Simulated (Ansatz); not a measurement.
Take a crystal in which Cs has been replaced by Na on all its sites, with the cell rescaled by a rough guess (in some cases also distorted within its space group) and nothing relaxed:

```cif
data_structure
_symmetry_space_group_name_H-M 'P 1'
_symmetry_Int_Tables_number 1
_cell_length_a 8.5867
_cell_length_b 8.5867
_cell_length_c 8.5867
_cell_angle_alpha 152.652
_cell_angle_beta 152.652
_cell_angle_gamma 39.062
_cell_volume 133.38
loop_
_atom_site_label
_atom_site_type_symbol
_atom_site_fract_x
_atom_site_fract_y
_atom_site_fract_z
_atom_site_occupancy
Na1 Na 0.25000 0.75000 0.50000 1
Na2 Na 0.50000 0.50000 0.00000 1
```

All numbers below come from Ansatz, DFT PBEsol, scalar-relativistic, plane waves, PAW.

Plane waves to 420 eV, a k mesh through Γ of 14×14×14 on the computed 2-atom cell and Gaussian smearing (0.10 eV); no spin polarisation.

(1) Will this cell want to expand or contract, and how hard?

(2) Is it a metal on this mesh?

## Answers

(1) The pressure is -1.4 GPa (positive in compression), so the cell would contract.

(2) Yes, a band crosses the Fermi level.

This form isn't the element's structure at ambient conditions.